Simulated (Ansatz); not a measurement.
**Two inputs for Na3WClO4**

This input was run with Ansatz:

```yaml
crystal:
  lattice:
    - [7.5181, 0.0, 0.0]
    - [0.0, 7.5181, 0.0]
    - [0.0, 0.0, 5.36]
  atoms:
    - { symbol: Na, position: [0.5, 0.0, 0.3603] }
    - { symbol: Na, position: [0.0, 0.5, 0.6397] }
    - { symbol: Na, position: [0.75, 0.25, 0.0] }
    - { symbol: Na, position: [0.25, 0.25, 0.0] }
    - { symbol: Na, position: [0.25, 0.75, 0.0] }
    - { symbol: Na, position: [0.75, 0.75, 0.0] }
    - { symbol: W, position: [0.0, 0.0, 0.5] }
    - { symbol: W, position: [0.5, 0.5, 0.5] }
    - { symbol: Cl, position: [0.5, 0.0, 0.8435] }
    - { symbol: Cl, position: [0.0, 0.5, 0.1565] }
    - { symbol: O, position: [0.8111, 0.0, 0.3019] }
    - { symbol: O, position: [0.5, 0.3111, 0.3019] }
    - { symbol: O, position: [0.1889, 0.0, 0.3019] }
    - { symbol: O, position: [0.5, 0.6889, 0.3019] }
    - { symbol: O, position: [0.3111, 0.5, 0.6981] }
    - { symbol: O, position: [0.0, 0.1889, 0.6981] }
    - { symbol: O, position: [0.6889, 0.5, 0.6981] }
    - { symbol: O, position: [0.0, 0.8111, 0.6981] }
kpoints:
  mp_grid: { grid: [3, 3, 4] }
scf:
  occupations: { method: fermi_dirac, width: 0.02 }
hamiltonian:
  xc: revpbe
  pseudopotentials: { kind: paw }
output:
  forces: true
  stress: true
  populations: true
  efg:
    quadrupole_moments_barn: { Na: 0.104, Cl: -0.08112, O: -0.02558 }
    contact_densities: true
```

It converged. Of its output the block on the nuclei alone is shown, without the SCF iterations, energies, forces and stress (one atom of each set):

```
--- PAW observables at the nuclei: V_zz in 10²¹ V/m², potentials from the cell's mean, atoms counted from 1 ---
  atom   1  Na V_zz =    +0.497184   η = 0.0000   by run symmetry: allowed   C_q = +1.2503 MHz
            electrostatic potential = -978.354929 V   contact ρ = 5910.270911 e/Å³
  atom   3  Na V_zz =    -0.555446   η = 0.4809   by run symmetry: allowed   C_q = -1.3968 MHz
            electrostatic potential = -977.499586 V   contact ρ = 5909.942022 e/Å³
  atom   7  W  V_zz =   -10.243498   η = 0.0000   by run symmetry: allowed
            electrostatic potential = -14797.588146 V   contact ρ = 8827116.842327 e/Å³
  atom   9  Cl V_zz =    -1.684133   η = 0.0000   by run symmetry: allowed   C_q = +3.3034 MHz
            electrostatic potential = -1774.640887 V   contact ρ = 24107.270516 e/Å³
  atom  11  O  V_zz =    +1.242804   η = 0.8593   by run symmetry: allowed   C_q = -0.7687 MHz
            electrostatic potential = -619.788938 V   contact ρ = 2161.316378 e/Å³
```

(1) Can these gradients be trusted, and how do they compare with a run on standard settings?

## Answers

(1) As results of these settings, within the limits told below. Against the standard input the change is `hamiltonian.xc`: pbe → revpbe. A site carries the number of its first atom; V_zz in 10²¹ V/m².

```json
{"site": "Na1", "V_zz standard": "0.49", "η standard": "0.00", "V_zz here": "0.50", "η here": "0.00"}
{"site": "Na3", "V_zz standard": "-0.54", "η standard": "0.48", "V_zz here": "-0.56", "η here": "0.48"}
{"site": "W", "V_zz standard": "-10.22", "η standard": "0.00", "V_zz here": "-10.24", "η here": "0.00"}
{"site": "Cl", "V_zz standard": "-1.72", "η standard": "0.00", "V_zz here": "-1.68", "η here": "0.00"}
{"site": "O", "V_zz standard": "1.13", "η standard": "0.97", "V_zz here": "1.24", "η here": "0.86"}
```

The largest change of V_zz is on O, from 1.13 to 1.24. In per cent, |V_zz| changes by +3 on Na, 0 on W, -2 on Cl, +10 on O (all sites that start above 0.5). SCF iterations: 7 and 7.

On the reference run: The largest force is 1.1 eV/Å, so the atoms aren't at the calculated equilibrium and relaxing them would move these values. Without spin–orbit coupling the gradients at and beside W can be off by some per cent, at some sites by more.
